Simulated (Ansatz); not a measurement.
Pb (fcc (Cu type), space group No. 225) under volume change, PBE (plane waves, PAW; program Ansatz), scaled uniformly.

```json
[
 {"V (Å³/atom)": "29.143", "E − E(relaxed) (meV/atom)": "38.2", "P (GPa)": "4.68"},
 {"V (Å³/atom)": "30.104", "E − E(relaxed) (meV/atom)": "15.9", "P (GPa)": "2.82"},
 {"V (Å³/atom)": "31.064", "E − E(relaxed) (meV/atom)": "3.7", "P (GPa)": "1.28"},
 {"V (Å³/atom)": "32.025", "E − E(relaxed) (meV/atom)": "0.0", "P (GPa)": "0.00"},
 {"V (Å³/atom)": "32.986", "E − E(relaxed) (meV/atom)": "3.3", "P (GPa)": "-1.08"},
 {"V (Å³/atom)": "33.947", "E − E(relaxed) (meV/atom)": "12.6", "P (GPa)": "-2.00"},
 {"V (Å³/atom)": "34.907", "E − E(relaxed) (meV/atom)": "27.1", "P (GPa)": "-2.80"}
]
```

Q: What does a third-order Birch–Murnaghan fit give for V₀, B₀ and B′?

A: V₀ = 32.02 Å³/atom, B₀ = 39.6 GPa, B′ = 4.7.

Space group Fm-3m (fcc (Cu type)). The PBE relaxation kept the symmetry of its start. Scalar-relativistic: spin–orbit coupling is off unless named, which matters more the heavier the elements.

Potentials: the later of the program's two PAW sets.
